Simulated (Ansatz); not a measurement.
Starting cell, BN (zinc blende):

```xyz
2
Lattice="0.0000 1.8124 1.8124 1.8124 0.0000 1.8124 1.8124 1.8124 0.0000" Properties=species:S:1:pos:R:3 pbc="T T T"
N      2.7185     2.7185     2.7185
B      0.0000     0.0000     0.0000
```

The atoms are displaced by Q × the pattern below (from a DFPT mode at Γ, largest move 1; Q in Å), at fixed cell. It is one choice among 3 degenerate patterns.

```json
[
 {"atom": "N1", "x": "0.000", "y": "0.000", "z": "-0.772"},
 {"atom": "B2", "x": "0.000", "y": "0.000", "z": "1.000"}
]
```

Computed with PBE (plane waves to 420 eV, PAW, scalar-relativistic; Ansatz, a quantum-chemistry and plane-wave program). k mesh 16×16×16 (Γ-centred), Fermi-Dirac smearing 0.05 eV. Energies are smeared free energies. BN was relaxed with its symmetry unable to fall. ΔE is measured from the undisplaced structure.

Successive frames, forces in eV/Å:

```csv
frame,ΔE (meV/cell),F on N1,F on B2
Q = -0.150 Å,772,"(0.000, 0.000, -5.350)","(0.000, 0.000, 5.350)"
Q = -0.120 Å,509,"(0.000, 0.000, -4.545)","(0.000, 0.000, 4.545)"
Q = -0.090 Å,292,"(0.000, 0.000, -3.565)","(0.000, 0.000, 3.565)"
Q = -0.060 Å,132,"(0.000, 0.000, -2.452)","(0.000, 0.000, 2.452)"
```

What are the energy and the forces in the next frame, Q = -0.030 Å?

ΔE (meV/cell) = 33.

| atom | Fx | Fy | Fz |
|---|---|---|---|
| N1 | 0.000 | 0.000 | -1.249 |
| B2 | 0.000 | 0.000 | 1.249 |

(For displaced atoms, the force is minus the slope of the energy, and its curvature is a force constant, which sets phonon frequencies.)
